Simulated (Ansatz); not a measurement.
Space group P-3m1 (No. 164). a = 2.565 Å, b = 2.565 Å, c = 11.460 Å, α = 90.00°, β = 90.00°, γ = 120.00°
```
atom site symmetry x y z
   B    2c       3m.  0.0000  0.0000  0.4238
   B    2d       3m.  0.6667  0.3333  0.0231
   O    2d       3m.  0.6667  0.3333  0.3754
```

Equation of state of this B2O structure (not necessarily the ground state), with shape and atoms relaxed at each volume where symmetry leaves them free. It has no gap at any of these volumes. Method: Ansatz 0.2.0, DFT PBE, scalar-relativistic, plane waves, PAW.

Settings: cutoff 420 eV, Γ-centred mesh 18×18×4 on the computed 6-atom cell, Gaussian smearing of 0.10 eV; no spin polarisation.

| V (Å³/atom) | E − E(largest V) (meV/atom) | P (GPa) |
| --- | --- | --- |
| 10.227 | 0.58 | 0.42 |
| 10.554 | 0.11 | 0.23 |
| 10.880 | -0.06 | 0.01 |
| 11.207 | -0.07 | -0.04 |
| 11.533 | 0.00 | -0.07 |

Q: Fit a third-order Birch–Murnaghan equation to E(V).

A: V0 = 11.06 Å³/atom, B0 = 2 GPa, B0' = 25.5. B0' is unusual or poorly fixed by this range.

The cell holds layers, and where no dispersion correction was added their binding is poorly described. Spin polarisation was left out, and a magnetic state may lie lower.